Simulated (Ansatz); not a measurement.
Li₃Ga₂:
```cif
data_Ga6Li9
_chemical_formula_sum 'Li9 Ga6'
_space_group_name_H-M_alt 'R-3m :H'
_space_group_IT_number 166
_space_group_name_Hall '-R 3 2"'
_cell_length_a 4.32393
_cell_length_b 4.32393
_cell_length_c 13.78923
_cell_angle_alpha 90.000
_cell_angle_beta 90.000
_cell_angle_gamma 120.000
loop_
_atom_site_label
_atom_site_type_symbol
_atom_site_symmetry_multiplicity
_atom_site_Wyckoff_symbol
_atom_site_fract_x
_atom_site_fract_y
_atom_site_fract_z
_atom_site_occupancy
Li1 Li 6 c 0.00000 0.00000 0.40404 1
Li2 Li 3 a 0.00000 0.00000 0.00000 1
Ga1 Ga 6 c 0.00000 0.00000 0.19873 1
```
(The calculation used a cell of 5 atoms; values per cell refer to that cell.)

Relaxed with r²SCAN.

Task: Tabulate the valence density and the electron localisation function along the shortest Li–Ga contact (2.65 Å), DFT-r²SCAN in the program Ansatz with PAW potentials.

Result: 

| distance from Li (Å) | density (e/Å³) | ELF |
|---|---|---|
| 0.26 | 5.41 | 0.98 |
| 0.40 | 2.51 | 0.90 |
| 0.53 | 0.75 | 0.35 |
| 0.66 | 0.17 | 0.05 |
| 0.79 | 0.10 | 0.02 |
| 0.93 | 0.10 | 0.07 |
| 1.06 | 0.11 | 0.27 |
| 1.19 | 0.14 | 0.44 |
| 1.32 | 0.17 | 0.49 |
| 1.46 | 0.22 | 0.43 |
| 1.59 | 0.29 | 0.35 |
| 1.72 | 0.43 | 0.31 |
| 1.85 | 0.69 | 0.28 |
| 1.99 | 1.33 | 0.20 |
| 2.12 | 3.40 | 0.11 |
| 2.25 | 9.84 | 0.04 |
| 2.38 | 24.05 | 0.03 |

The density is the valence pseudo-density with augmentation charge, so density and ELF within about 1 Å of a nucleus are not all-electron values.

The workflow started from an entry of the Crystallography Open Database (COD). Whether it is the stable phase at ambient conditions was not checked. The cell was relaxed with r²SCAN under the symmetry of its start; its stability against distortions is not shown here.

Potentials: the later of the program's two PAW sets.
